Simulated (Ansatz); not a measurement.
Al2Cu (Al2Cu type, space group I4/mcm)

```xyz
6
Lattice="-3.0297 3.0297 2.4370 3.0297 -3.0297 2.4370 3.0297 3.0297 -2.4370" Properties=species:S:1:pos:R:3 pbc="T T T"
Al     0.9591     3.9888     0.0000
Al     0.9591     2.0706     2.4370
Al     2.0706     0.9591     0.0000
Al     2.0706    -0.9591     2.4370
Cu     0.0000     0.0000     1.2185
Cu     0.0000     0.0000     3.6555
```

This relaxed cell (volume V₀) is scaled evenly in all directions, its shape held. The atoms relax within the cell's symmetry.

All values below come from PBE (plane waves to 420 eV, PAW, scalar-relativistic; Ansatz, a first-principles code). k mesh 12×12×12 (Γ-centred), Fermi-Dirac smearing 0.05 eV. Compression counts positive. Al2Cu is run without spin polarisation. Al2Cu was relaxed with its symmetry unable to fall. The PAW data are Ansatz's earlier set.

At one point of the scan the stress tensor (GPa) is:

```
   -4.7      0.0      0.0
    0.0     -4.7      0.0
    0.0      0.0     -4.5
```

Q: Which point is it?
A. V/V₀ = 1.027
B. V/V₀ = 1.107
C. V/V₀ = 1.160
D. V/V₀ = 1.053

A: D, V/V₀ = 1.053

(Under strain, the slope of the energy per volume gives the stress and its curvature an elastic modulus.)
